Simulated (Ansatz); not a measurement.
Cu3Pt:
```
Cu3Pt
1.0
    3.66742     0.00000     0.00000
    0.00000     3.66742     0.00000
    0.00000     0.00000     3.66742
Cu Pt
3 1
Direct
  0.00000   0.50000   0.50000
  0.50000   0.00000   0.50000
  0.50000   0.50000   0.00000
  0.00000   0.00000   0.00000
```

This is the PBEsol-relaxed structure.

### Question
All from PBEsol in the plane-wave PAW code Ansatz, unless another level is named. Predict the Debye temperature from the elastic constants.

### Answer
325 K.

### Question
What about the highest zone-centre frequency?

### Answer
240 cm⁻¹.

Space group Pm-3m (Cu3Au type). The workflow started from a Materials Project entry (that database holds measured and hypothetical structures alike); the Crystallography Open Database files this formula in space group No. 221, but the cells were not matched. Its standing as an ambient phase is unchecked. Symmetry was held in the PBEsol relaxation; of distortions, only those at the zone centre were tested. No spin polarisation was allowed. As this level gives no gap, shear constants depend on the k-mesh and smearing (Fermi–Dirac, 0.1 eV here). As this level gives no gap, phonon frequencies hold no LO–TO term and depend on the k-mesh and smearing (Fermi–Dirac, 0.1 eV here). Spin–orbit coupling is left out wherever it is not named.

Potentials: the later of the program's two PAW sets.
